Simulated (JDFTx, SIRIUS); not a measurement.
## Si: 3 runs at one level of theory

```xyz
2
Lattice="0.0000 2.7219 2.7219 2.7219 0.0000 2.7219 2.7219 2.7219 0.0000" Properties=species:S:1:pos:R:3 pbc="T T T"
Si    2.7219    2.7219    2.7219
Si    4.0828    4.0828    4.0828
```

Alike in all runs: task single point; functional PBEsol; k mesh 8 × 8 × 8; occupations fermi-dirac, width 0.05 eV; no spin polarisation; no spin-orbit coupling. Pressure is positive in compression and, in plane waves, holds the error of the finite cutoff.

| program and potentials | plane-wave cutoff (eV) | notes | band gap (eV) | pressure (GPa) |
| --- | --- | --- | --- | --- |
| JDFTx, PseudoDojo-SR-PBEsol-0.4.1-standard with smoothed tails | 490 | - | 0.52 | -0.64 |
| SIRIUS, PseudoDojo 0.4.1 PBE standard (scalar relativistic) | 490 | potentials made for PBE | 0.50 | 0.07 |
| JDFTx, PseudoDojo-SR-PBEsol-0.4.1-standard | 490 | - | 0.52 | -0.64 |

The band gap spans 0.50 (SIRIUS, PseudoDojo 0.4.1 PBE standard (scalar relativistic)) to 0.52 eV (JDFTx, PseudoDojo-SR-PBEsol-0.4.1-standard). The pressure spans -0.64 (JDFTx, PseudoDojo-SR-PBEsol-0.4.1-standard) to 0.07 GPa (SIRIUS, PseudoDojo 0.4.1 PBE standard (scalar relativistic)). The gap is indirect and read on the mesh alone.

Differences between rows come from potentials, basis sets and numerical settings, since the functional is the same but for its coding. Runs on potential files found faulty are left out.
